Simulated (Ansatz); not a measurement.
Ga2O3 (R-3c) from a database structure, relaxed with r2SCAN in the plane-wave code Ansatz. Space group R-3c (No. 167), trigonal; conventional cell a = 4.985 Å, c = 13.442 Å, 9.64 Å³ an atom. Around Ga lie 6 O at 1.93–2.07 Å; around O lie 4 Ga at 1.93–2.07 Å.

The axes x, y and z are those of this cell:
```
CELL_PARAMETERS angstrom
2.49226 1.43891 4.48064
-2.49226 1.43891 4.48064
0.00000 -2.87782 4.48064
ATOMIC_POSITIONS crystal
Ga 0.85543 0.85543 0.85543
Ga 0.64457 0.64457 0.64457
Ga 0.14457 0.14457 0.14457
Ga 0.35543 0.35543 0.35543
O 0.75000 0.44637 0.05363
O 0.44637 0.05363 0.75000
O 0.05363 0.75000 0.44637
O 0.25000 0.55363 0.94637
O 0.94637 0.25000 0.55363
O 0.55363 0.94637 0.25000
```

Unstrained: With PBE the valence top lies at Γ–S₀ (0.45 of the way from Γ) and the conduction bottom at Γ, 2.854 eV higher; the smallest vertical gap, at Γ, is 3.106 eV. With r2SCAN the valence top lies at Γ–S₀ (0.45 of the way from Γ) and the conduction bottom at Γ, 3.551 eV higher; the smallest vertical gap, at Γ, is 3.806 eV. With HSE06 the valence top lies at Γ–S₀ (0.45 of the way from Γ) and the conduction bottom at Γ, 4.622 eV higher; the smallest vertical gap, at Γ, is 4.870 eV. Meshes: PBE 6×6×6, r2SCAN 6×6×6, HSE06 4×4×4. Strains are changes of length per length. After each strain the atoms were relaxed again with r2SCAN in this cell and within any symmetry left, so distortions that break it or need a larger cell weren't tested; points keep the names that they have in the unstrained zone. No spin polarisation and no zero-point or thermal motion.

**Question.** Apply isotropic -3.0 % on every length. How far does the gap move, against the unstrained cell?

**Answer.** PBE: the gap goes from 2.854 to 3.881 eV (+1.028 eV). r2SCAN: the gap goes from 3.551 to 4.623 eV (+1.072 eV). HSE06: the gap goes from 4.622 to 5.751 eV (+1.129 eV). The r2SCAN energy rises by 63.8 meV an atom.

**Question.** Apply isotropic +1.0 % on every length. How far does the gap move, against the unstrained cell?

**Answer.** PBE: the gap goes from 2.854 to 2.537 eV (-0.317 eV). r2SCAN: the gap goes from 3.551 to 3.220 eV (-0.331 eV). HSE06: the gap goes from 4.622 to 4.271 eV (-0.351 eV). The r2SCAN energy rises by 6.2 meV an atom.

**Question.** Estimate what isotropic -1.0 % on every length does to the gap.

**Answer.** PBE: the gap goes from 2.854 to 3.184 eV (+0.330 eV). r2SCAN: the gap goes from 3.551 to 3.896 eV (+0.345 eV). HSE06: the gap goes from 4.622 to 4.986 eV (+0.364 eV). The r2SCAN energy rises by 6.6 meV an atom.

**Question.** Estimate what isotropic +3.0 % on every length does to the gap.

**Answer.** PBE: the gap goes from 2.854 to 1.942 eV (-0.912 eV). r2SCAN: the gap goes from 3.551 to 2.594 eV (-0.957 eV). HSE06: the gap goes from 4.622 to 3.605 eV (-1.017 eV). The r2SCAN energy rises by 51.9 meV an atom.

**Question.** Estimate what isotropic -2.0 % on every length does to the gap.

**Answer.** PBE: the gap goes from 2.854 to 3.526 eV (+0.672 eV). r2SCAN: the gap goes from 3.551 to 4.253 eV (+0.702 eV). HSE06: the gap goes from 4.622 to 5.362 eV (+0.741 eV). The r2SCAN energy rises by 27.4 meV an atom.

**Question.** Estimate what isotropic +2.0 % on every length does to the gap.

**Answer.** PBE: the gap goes from 2.854 to 2.233 eV (-0.621 eV). r2SCAN: the gap goes from 3.551 to 2.901 eV (-0.650 eV). HSE06: the gap goes from 4.622 to 3.932 eV (-0.690 eV). The r2SCAN energy rises by 23.9 meV an atom.

Spin-orbit coupling is left out.

Where an edge lies off the special points, it is a point of the mesh or the k point where a search put PBE's edge or least direct gap, reused for the other functionals, whose own edges may lie a little apart.

The meshes of the hybrids are coarse, so their gaps aren't converged to the digits shown.
